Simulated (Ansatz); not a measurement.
C at 3 GPa (stress–strain coefficients): relaxed-ion elastic tensor

All numbers below come from DFT PBEsol, scalar-relativistic, plane waves, PAW in Ansatz. Cutoff 420 eV, 18×18×16 k-points (Γ-centred), fixed occupations. No spin polarisation.

The cell, relaxed at 3 GPa:
```yaml
crystal:
  lattice:
    - [2.12416, -1.22640, -0.01169]
    - [2.12416, 1.22640, -0.01169]
    - [-1.39843, 0.00000, 3.22344]
  atoms:
    - { symbol: C, position: [0.83342, 0.83342, 0.00027] }
    - { symbol: C, position: [0.16658, 0.16658, 0.99973] }
```

The crystal is built of layers and no dispersion correction was added, so the binding between them is poorly described, and with it their spacing and whatever depends on it.

(1) Give the relaxed-ion elastic constants (GPa, Voigt order xx yy zz yz xz xy, on the axes of the cell above).

(2) Is the crystal stable against homogeneous strain?

(3) And the moduli of a polycrystal (Hill averages)?

## Answers

(1)
```
1127.6  216.1   -1.1    0.0   -8.3    0.0
 216.0 1127.8   -1.2    0.0    1.0    0.0
  -1.1   -1.1   51.0    0.0    0.3    0.0
   0.0    0.0    0.0    7.0    0.0   -0.2
  -8.3    1.1    0.3    0.0    7.0    0.0
   0.0    0.0    0.0   -0.3    0.0  455.9
```

(2) Yes: the least eigenvalue of the tensor is 6.9 GPa.

(3) B = 175 GPa, G = 125 GPa, E = 302 GPa, ν = 0.21.

Cost: 1 run of about 3.2 core-minutes, on AMD EPYC 9R45 (Zen 5) (shared hosts).